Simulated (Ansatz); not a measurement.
**Spin spirals in HfCo (Pm-3m)**

```xyz
2
Lattice="3.1640 0.0000 0.0000 0.0000 3.1640 0.0000 0.0000 0.0000 3.1640" Properties=species:S:1:pos:R:3 pbc="T T T"
Hf    1.5820    1.5820    1.5820
Co    0.0000    0.0000    0.0000
```

Geometry: a structure as deposited in COD; nothing is relaxed.

Functional, mesh and filling: LDA, 10×10×10 k mesh, Fermi–Dirac smearing of 0.05 eV. PAW means Ansatz 0.2.0 on its default frozen-core files; LAPW is all-electron LAPW in Ansatz 0.2.0. Site moments are integrated in spheres about the atoms, whose radii differ between the methods. Start moments of the first PAW run (μB): Co2 0.5.

Flat spirals without spin–orbit coupling: moments start in the xy plane and turn about z by q·R from cell to cell, and their directions inside a cell are free. q runs from Γ to M = (0.500, 0.500, 0.000) in reciprocal cell vectors. Energies count from each method's run at q = 0. Each q is a vector of the k mesh, and the mesh is shifted by q/2 where needed, so that both spin components are sampled on the same points as at q = 0.

```
fraction of Γ–M  q (1/Å)  ΔF PAW (meV/cell)  ΔF LAPW (meV/cell)  largest moment, PAW (μB)
          0.000    0.000                0.0                 0.0                         ?
          0.200    0.281               +1.3                   –                      0.39
          0.400    0.562                  ?                   –                      0.23
          0.600    0.843               +2.3                   –                      0.00
          0.800    1.123               +2.3                +2.6                      0.00
          1.000    1.404               +2.3                +2.6                      0.00
```

Give the missing entry: row "0.400", column "ΔF PAW (meV/cell)".

+2.1.

What belongs in the row "0.000", column "largest moment, PAW (μB)"?

0.47.

q = 0 is the lowest point, but the next lies within 2.0 meV per cell, which this mesh may not resolve.

The PAW files were made with PBE; the program remakes their cores once for the run's functional and then keeps them frozen. The Ansatz runs typed with the search for lower states off end where their start leads. Spin–orbit coupling is left out although heavy atoms are present. These are results for the start and cell typed. The real compound can order otherwise, in a larger cell, or not at all, since semilocal functionals without spin fluctuations often overstate magnetism; near a collapse of the moment, mesh and smearing move it by tens of per cent.
